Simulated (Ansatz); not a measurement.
Input and command of a plane-wave DFT calculation in Ansatz:

```yaml
crystal:
  lattice:
    - [-1.8167238192, 1.8167238192, 2.9796138731]
    - [1.8167238192, -1.8167238192, 2.9796138731]
    - [1.8167238192, 1.8167238192, -2.9796138731]
  atoms:
    - { symbol: Si, position: [0.593, 0.593, 0.0] }
    - { symbol: Si, position: [0.407, 0.407, 0.0] }
    - { symbol: C, position: [0.0, 0.0, 0.0] }
basis:
  ecutwfc: 420
kpoints:
  mp_grid: { grid: [8, 8, 8] }
hamiltonian:
  xc: pbe
scf:
  occupations: { method: gaussian, width: 0.1 }
  lower_state_search: "off"
output:
  forces: true
  stress: true
  eigenvalues: true
```

```bash
ansatz run input.yaml --threads 1 --pin off --max-ram 2560MiB --backend cpu --events-out ev --progress --plain --runs-dir out
```

Processor: Intel(R) Xeon(R) 6975P-C (Granite Rapids), 1 thread, on a host shared with other jobs.

Task: Estimate time, memory and problem size.

Result: About 2.4 s on 1 thread of Intel(R) Xeon(R) 6975P-C (Granite Rapids) (shared host), peak memory 0.33 GiB. It solves 10 bands at 59 k points (the mesh reduced by the symmetry that the task leaves, which can be less than the crystal's) with about 765 plane waves, in 9 SCF iterations.
